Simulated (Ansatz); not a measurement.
Na (simple cubic): energy against volume

Computed with Ansatz 0.2.0, DFT, LDA (PW92), plane waves (420 eV) with PAW, scalar-relativistic. (PAW data from PBE, frozen cores regenerated.)

The cell is scaled uniformly from the relaxed one, with fractional coordinates and shape fixed. Energies are extrapolated to zero smearing, pressures are those at the given smearing. Magnetic state: spin not included.

A Birch-Murnaghan fit gives V₀ = 35.70 Å³/atom, B₀ = 7.3 GPa, B₀′ = 3.7.

Question: What are the energy above the minimum and the pressure at 31.610 Å³/atom?

Answer: 12.9 meV/atom and 1.13 GPa as computed.

Question: What are the energy above the minimum and the pressure at 34.484 Å³/atom?

Answer: 1.0 meV/atom and 0.29 GPa as computed.

Question: What are the energy above the minimum and the pressure at 40.231 Å³/atom?

Answer: 10.9 meV/atom and -0.68 GPa as computed.
